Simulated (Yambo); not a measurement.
```xyz
10
Lattice="4.4449 -2.7521 0.0000 4.4449 2.7521 0.0000 0.0000 0.0000 4.8586" Properties=species:S:1:pos:R:3 pbc="T T T"
N      1.9492     0.6804     2.9881
N      6.9406    -0.6804     0.5588
N      6.9406     0.6804     2.9881
N      1.9492    -0.6804     0.5588
O      4.4449    -1.6032     1.0752
O      4.4449     1.6032     3.5045
Si     1.5746     0.8281     1.3152
Si     7.3151    -0.8281     3.7445
Si     7.3151     0.8281     1.3152
Si     1.5746    -0.8281     3.7445
```

Response from Yambo on PBEsol (Quantum ESPRESSO, PseudoDojo norm-conserving, 84 Ry, without SOC) bands: 4×4×4 mesh, 93 bands, 3 Ry local-field block, 0.2 eV broadening.

### Question
Give the static electronic dielectric constant without and with local fields along each axis.

### Answer
```tsv
field along	ε(0), independent particles	ε(0), RPA with local fields	refractive index √ε
x	3.29	3.06	1.75
y	3.55	3.31	1.82
z	3.66	3.45	1.86
```
Electronic (clamped-ion) response only. PBEsol gaps are usually too small, which raises these values. Convergence of the RPA response with its 4×4×4 mesh was not tested. x, y and z are Cartesian axes of the cell as given.

Geometry of the Materials Project entry, not relaxed at this level.
